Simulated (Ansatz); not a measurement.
The relaxed structure here is a generated cell of AlNi: the first start was made by placing the elements on the sites of a structure type, and the end was not matched to a known phase here, so it may be hypothetical. Known forms of AlNi include space group No. 221.

A relaxed structure of AlNi. Space group P-6m2 (No. 187). Level of theory: PBEsol (plane waves to 420 eV, PAW, scalar-relativistic; Ansatz, a program for electronic structure).

```cif
data_AlNi
_chemical_formula_sum 'Al1 Ni1'
_space_group_name_H-M_alt 'P 1'
_space_group_IT_number 1
_cell_length_a 2.72488
_cell_length_b 2.72488
_cell_length_c 3.78251
_cell_angle_alpha 90.000
_cell_angle_beta 90.000
_cell_angle_gamma 120.000
loop_
_space_group_symop_operation_xyz
  'x, y, z'
loop_
_atom_site_label
_atom_site_type_symbol
_atom_site_fract_x
_atom_site_fract_y
_atom_site_fract_z
_atom_site_occupancy
Al1 Al 0.00000 0.00000 0.00000 1
Ni1 Ni 0.66667 0.33333 0.50000 1
```

Question: What is the computed magnetic moment (PBEsol)?

Answer: Zero (the starting moments vanished).

No spin polarisation in the result: the starting moments vanished. A magnetic state may lie lower.

The run could not lose the symmetry of its start: the end is stationary, and may be a saddle point rather than a minimum.

All atoms sit on sites fixed by symmetry, so only the cell could relax.
